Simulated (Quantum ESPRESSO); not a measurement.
```cif
data_Ga4N4
_chemical_formula_sum 'N4 Ga4'
_space_group_name_H-M_alt 'F-43m'
_space_group_IT_number 216
_space_group_name_Hall 'F -4 2 3'
_cell_length_a 4.46811
_cell_length_b 4.46811
_cell_length_c 4.46811
_cell_angle_alpha 90.000
_cell_angle_beta 90.000
_cell_angle_gamma 90.000
loop_
_atom_site_label
_atom_site_type_symbol
_atom_site_symmetry_multiplicity
_atom_site_Wyckoff_symbol
_atom_site_fract_x
_atom_site_fract_y
_atom_site_fract_z
_atom_site_occupancy
N1 N 4 a 0.00000 0.00000 0.00000 1
Ga1 Ga 4 c 0.25000 0.25000 0.25000 1
```
(The calculation used a cell of 2 atoms; values per cell refer to that cell.)

The PBEsol cell relaxed from Materials Project entry mp-830 was given an isotropic strain of -0.7 % on all lattice vectors, and the atoms were relaxed again.

Question: What does PBEsol (Quantum ESPRESSO, PseudoDojo norm-conserving, 84 Ry, scalar-relativistic) give for the electronic structure near the Fermi level?

Answer: The PBEsol gap is direct, 1.87 eV at Γ. Spin-orbit splittings are left out.

This is not the ordinary phase of the substance; no match was found in the copy of COD used, and its stability was not checked.
